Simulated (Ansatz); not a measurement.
Zone-centre phonons of NaY at 6 GPa: input and output

Method: DFT PBEsol, scalar-relativistic, plane waves, PAW in Ansatz.

Launched with:
```bash
ansatz run input.yaml --threads 1 --pin off --max-ram 3072MiB --backend cpu --events-out ev --progress --plain --runs-dir out
```

Input (bare energies are in eV):
```yaml
crystal:
  lattice:
    - [3.7388807799, 0.0, 0.0]
    - [0.0, 3.7388807799, 0.0]
    - [0.0, 0.0, 3.7388807799]
  atoms:
    - { symbol: Na, position: [0.5, 0.5, 0.5] }
    - { symbol: "Y", position: [0.0, 0.0, 0.0] }
basis:
  ecutwfc: 420
kpoints:
  mp_grid: { grid: [12, 12, 12] }
hamiltonian:
  xc: pbesol
scf:
  occupations: { method: fermi_dirac, width: 0.15 }
output:
  eigenvalues: true
phonons:
  method: dfpt
  eigenvectors: true
```

The end of the output:
```
--- Phonons (Γ-DFPT): 2 representative perturbations + reference, on 196 of 1728 k-points (Σ response iterations 6) ---
  k mesh reduced under 8 symmetry operations, with k and −k counted as one. Each operation leaves every solved perturbation unchanged. A smaller set is not used because it would not reduce the number of displacements ...
  ASR residual: 6.479e-4 → 0.000e0 eV/Å²; symmetrization residual: 6.702e-7 eV/Å²
  ASR residual per site (eV/Å²): 4.01e-6 6.48e-4
  Γ frequencies (cm⁻¹): 0.00 0.00 0.00 215.81 215.81 215.81
  non-analytic LO–TO correction: not included (Born effective charges unavailable; polar crystals: no LO–TO splitting at Γ)
```

Time: 37 s on 1 thread of Arm Neoverse V2, on a shared host, peak memory 0.73 GiB.

The cell was built by swapping an element in a database structure (itself possibly hypothetical) and relaxing; it need not be the stable form of this composition. In a metal, frequencies and elastic constants depend on the k mesh and the smearing, soft modes and shear constants most.